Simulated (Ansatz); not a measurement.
BaCuTeF:
```xyz
8
Lattice="4.3597 0.0000 0.0000 0.0000 4.3597 0.0000 0.0000 0.0000 9.2720" Properties=species:S:1:pos:R:3 pbc="T T T"
Ba     0.0000     2.1799     6.1059
Ba     2.1799     0.0000     3.1661
Cu     0.0000     0.0000     0.0000
Cu     2.1799     2.1799     0.0000
Te     2.1799     0.0000     7.7800
Te     0.0000     2.1799     1.4920
F      2.1799     2.1799     4.6360
F      0.0000     0.0000     4.6360
```

Relaxed with PBEsol. Independent-particle spectrum: no excitons, no local fields, no scissors shift; 0.1 eV broadening; ε₁ of the summed bands alone.

Tabulate the dielectric function from the program Ansatz at the PBEsol level (PAW).



```tsv
E (eV)	ε₁ xx	ε₂ xx	ε₁ zz	ε₂ zz
0.0	8.49	0.00	6.81	0.00
0.5	8.66	0.00	6.88	0.00
1.0	9.25	0.10	7.13	0.01
1.5	10.79	0.56	7.57	0.04
2.0	11.85	2.82	8.41	0.07
2.5	13.58	3.83	10.36	0.36
3.0	9.66	16.07	12.59	4.03
3.5	3.18	6.33	9.86	9.55
4.0	4.11	9.60	1.93	10.17
4.5	0.76	9.12	1.74	7.31
5.0	0.91	5.29	2.54	5.83
5.5	3.78	5.53	8.41	5.79
6.0	-0.57	7.89	-2.04	9.85
6.5	-1.37	5.84	2.93	5.48
7.0	-1.97	3.86	-3.68	3.84
7.5	-0.35	3.30	-1.29	2.58
8.0	-0.76	3.26	-0.66	2.78
8.5	-0.68	2.41	-0.25	2.26
9.0	-0.13	2.38	0.02	2.64
9.5	0.26	2.60	-0.02	2.05
10.0	-0.54	2.66	0.31	2.67
10.5	-0.87	1.87	-0.66	2.36
11.0	-0.53	1.42	-0.51	1.32
11.5	-0.25	1.12	-0.26	1.17
12.0	-0.06	1.07	0.26	1.09
```

From ε at 1.4 eV (xx: 10.37 + 0.19i), find n, k, the normal reflectivity and the absorption coefficient.

n = 3.22, k = 0.029, R = 28 %, α = 2kE/ħc = 4100 cm⁻¹.

With all bands, ε∞ without local fields is 8.66 (xx = yy), 6.98 (zz). DFPT, with local fields, gives 8.08 (xx = yy), 5.14 (zz).

Space group P4/nmm. The first step of the workflow began from a Materials Project structure, measured or hypothetical; the Crystallography Open Database copy checked does not list it. Whether it is the stable phase at ambient conditions was not checked. The cell was relaxed with PBEsol under the symmetry of its start; phonons show weakly imaginary modes. The run is not spin-polarised. No Hubbard U is applied. Spin–orbit coupling is left out wherever it is not named.

Potentials: the later of the program's two PAW sets.
